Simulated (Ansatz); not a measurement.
HfO$_{2}$ (tetragonal-ZrO2 type, space group P4_2/nmc)

```
CELL_PARAMETERS angstrom
      3.60482     0.00000     0.00000
      0.00000     3.60482     0.00000
      0.00000     0.00000     5.26502
ATOMIC_POSITIONS crystal
  Hf 0.00000 0.00000 0.00000
  Hf 0.50000 0.50000 0.50000
  O  0.00000 0.50000 0.19324
  O  0.00000 0.50000 0.69324
  O  0.50000 0.00000 0.30676
  O  0.50000 0.00000 0.80676
```

E(V) scan at fixed shape, V₀ the volume above. The atoms relax within the cell's symmetry.

Method: PBE (plane waves to 420 eV, PAW, scalar-relativistic; Ansatz, a program for electronic structure). k mesh 9×9×6 (Γ-centred), Fermi-Dirac smearing 0.05 eV. Stress and pressure are positive under compression. HfO2 is run without spin polarisation. HfO2 was relaxed with its symmetry unable to fall. Spin-orbit coupling is left out, though Hf is heavy. The PAW data are Ansatz's earlier set. This is a high-temperature form of HfO2.

At one point of the scan the stress tensor (GPa) is:

```
   12.2      0.0      0.0
    0.0     12.2      0.0
    0.0      0.0      7.8
```

Problem. Which point is it?
A. V/V₀ = 0.970
B. V/V₀ = 0.950
C. V/V₀ = 0.960
D. V/V₀ = 0.980

Solution. B, V/V₀ = 0.950

(A scan under strain: stresses follow from slopes of the energy per volume, elastic moduli from its curvatures.)
